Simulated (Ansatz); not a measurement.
Total density of states per atom from PBE in the plane-wave PAW code Ansatz, in 0.25 eV bins, energy from the Fermi level:

```
E (eV) | states/eV/atom
    -7.85 | ######## 0.23
    -7.60 | ####### 0.22
    -7.35 | ####### 0.22
    -7.10 | ####### 0.20
    -6.85 | ###### 0.18
    -6.60 | ###### 0.18
    -6.35 | ###### 0.19
    -6.10 | ###### 0.20
    -5.85 | ####### 0.22
    -5.60 | ######### 0.26
    -5.35 | ########## 0.29
    -5.10 | ######### 0.29
    -4.85 | ############## 0.43
    -4.60 | ############### 0.47
    -4.35 | ########### 0.35
    -4.10 | ############## 0.42
    -3.85 | ################# 0.51
    -3.60 | ###################### 0.67
    -3.35 | ############################## 0.92
    -3.10 | #################### 0.60
    -2.85 | ############# 0.41
    -2.60 | #################### 0.60
    -2.35 | ################### 0.58
    -2.10 | ############## 0.43
    -1.85 | ########### 0.33
    -1.60 | ######### 0.28
    -1.35 | ######## 0.23
    -1.10 | ###### 0.18
    -0.85 | #### 0.14
    -0.60 | ### 0.09
    -0.35 | ## 0.05
    -0.10 | ## 0.07
     0.15 | #### 0.12
     0.40 | ##### 0.15
     0.65 | ####### 0.20
     0.90 | ######## 0.24
     1.15 | ########## 0.30
     1.40 | ############ 0.38
     1.65 | ############### 0.46
     1.90 | ############# 0.40
     2.15 | ############# 0.39
     2.40 | ############# 0.40
     2.65 | ############### 0.46
     2.90 | ############### 0.45
     3.15 | ############## 0.44
     3.40 | ################ 0.50
     3.65 | ################### 0.57
     3.90 | #################### 0.60
     4.15 | ##################### 0.65
     4.40 | ##################### 0.66
     4.65 | ##################### 0.63
```

Question: Which compound is it?
A. ZrB2, P6/mmm (Zr on 1a, B on 2d)
B. Tl, simple cubic
C. Ge2Pt, P6/mmm (Pt on 1a, Ge on 2d)
D. Mg2Si, P-3m1 (Si on 1a, Mg on 2d)

Answer: A, ZrB2, P6/mmm (Zr on 1a, B on 2d). Within 0.5 eV of the Fermi level: Zr 4d 73 %, B 2p 25 %. Projections are on Löwdin-orthogonalised atomic valence shells; empty p or d shells of many metals are not among them.

The PBE relaxation kept the symmetry of its start. The run is not spin-polarised. Scalar-relativistic: spin–orbit coupling is off unless named, which matters more the heavier the elements.

Potentials: the later of the program's two PAW sets.
